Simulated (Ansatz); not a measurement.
LaI:
Space group P6₃/mmc (No. 194); a = 3.975 Å, b = 3.975 Å, c = 9.798 Å, α = 90.00°, β = 90.00°, γ = 120.00°

| atom | site | symmetry | x | y | z |
|---|---|---|---|---|---|
| I | 2c | -6m2 | 0.3333 | 0.6667 | 0.2500 |
| La | 2a | -3m. | 0.0000 | 0.0000 | 0.0000 |

Relaxed at zero pressure with r²SCAN (plane waves, PAW; program Ansatz).

Q: The volume is lowered by 6 % and shape and atoms relax at that volume. What pressure results, and how do the axes share the change?

A: 3.2 GPa; a -2.1 %, b -2.1 %, c -1.8 %; the energy rises by 19 meV/atom.

Q: Give the new structure.

A: 
Space group P6₃/mmc (No. 194); a = 3.890 Å, b = 3.890 Å, c = 9.617 Å, α = 90.00°, β = 90.00°, γ = 120.00°

```
atom  site  symmetry       x       y       z
----  ----  --------  ------  ------  ------
I       2c      -6m2  0.3333  0.6667  0.2500
La      2a      -3m.  0.0000  0.0000  0.0000
```

The phase is kept; no other phase was compared at this pressure.

Space group P6_3/mmc (NiAs type). The workflow started from an entry of the Crystallography Open Database (COD). Whether it is the stable phase at ambient conditions was not checked. The cell was relaxed with r²SCAN under the symmetry of its start; its stability against distortions is not shown here. Spin–orbit coupling is left out wherever it is not named.

Potentials: the later of the program's two PAW sets.
